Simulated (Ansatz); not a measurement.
Sn:
```yaml
crystal:
  lattice:
    - [3.35864, 0.00000, 0.00000]
    - [-1.67932, 2.90867, 0.00000]
    - [0.00000, 0.00000, 5.66991]
  atoms:
    - { symbol: Sn, position: [0.33333, 0.66667, 0.75000] }
    - { symbol: Sn, position: [0.66667, 0.33333, 0.25000] }
```

Relaxed with PBE. Special points in fractions of this cell's reciprocal vectors: Γ (0.000, 0.000, 0.000); M (0.500, 0.000, 0.000); K (0.333, 0.333, 0.000); A (0.000, 0.000, 0.500); L (0.500, 0.000, 0.500); H (0.333, 0.333, 0.500).

Question: List the band energies nearest the Fermi level at these points for DFT-PBE in the program Ansatz with PAW potentials.

Answer: In eV from the Fermi level; about four levels below and three above (degenerate sets whole), none deeper than 8.9 eV; … stands for higher levels left out; points with the same levels are listed once.

```tsv
k	below	above
Γ	-7.08 -4.58	6.03 6.03 7.07
M	-5.83 -2.55 -1.68 -0.72	1.24 2.33 5.68
K	-5.56 -5.56 -3.07 -0.53 -0.53	0.30 0.87 0.87
A	–	0.54 0.54 6.85 6.85 6.85 6.85
L	-5.95 -5.95 -3.97 -3.97	3.51 3.51 3.58 3.58
H	-2.75 -2.75 -1.87 -1.87	4.69 4.69 …
```

Space group P6_3/mmc (hcp (Mg type)). The start of the workflow was typed in or built on a structure type; neither database checked (COD, Materials Project) lists it. It is not the phase usual at ambient conditions (space group No. 141). The PBE relaxation kept the symmetry of its start; whether a distortion lowers the energy is not shown. Scalar-relativistic: spin–orbit coupling is off unless named, which matters more the heavier the elements.

Potentials: the earlier of the program's two PAW sets.
